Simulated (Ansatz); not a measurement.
Pb₂SeS:
```yaml
crystal:
  lattice:
    - [2.12218, 1.22524, 6.92919]
    - [-2.12218, 1.22524, 6.92919]
    - [0.00000, -2.45048, 6.92919]
  atoms:
    - { symbol: Pb, position: [0.75326, 0.75326, 0.75326] }
    - { symbol: Pb, position: [0.24674, 0.24674, 0.24674] }
    - { symbol: Se, position: [0.00000, 0.00000, 0.00000] }
    - { symbol: S, position: [0.50000, 0.50000, 0.50000] }
```

x, y and z are the axes in which the lattice vectors are written.

Question: Give the high-frequency dielectric tensor and the Born effective charge tensors of the independent atoms from DFPT, PBEsol (plane waves, PAW; program Ansatz).

Answer: 
ε∞:
```
22.4  0.00  0.00
0.00  22.4  0.00
0.00  0.00  22.4
```
Z* of atom 1 (Pb), rows: field, columns: displacement, in e:
```
4.63  0.00  0.00
0.00  4.63  0.00
0.00  0.00  4.61
```
Z* of atom 3 (Se), rows: field, columns: displacement, in e:
```
-4.36   0.00   0.00
 0.00  -4.36   0.00
 0.00   0.00  -4.54
```
Z* of atom 4 (S), rows: field, columns: displacement, in e:
```
-4.89   0.00   0.00
 0.00  -4.89   0.00
 0.00   0.00  -4.68
```

Static charges for comparison (Bader): Pb1 +0.90, Se3 -0.85, S4 -0.96 e. Born charges measure polarisation by displacement and can exceed these by far.

Space group R-3m. The first step of the workflow began from a Materials Project structure, measured or hypothetical; the Crystallography Open Database copy checked does not list it. Whether it is the stable phase at ambient conditions was not checked. The cell was relaxed with PBEsol under the symmetry of its start; whether a distortion lowers the energy is not shown. Scalar-relativistic: spin–orbit coupling is off unless named, which matters more the heavier the elements.

Potentials: the later of the program's two PAW sets.
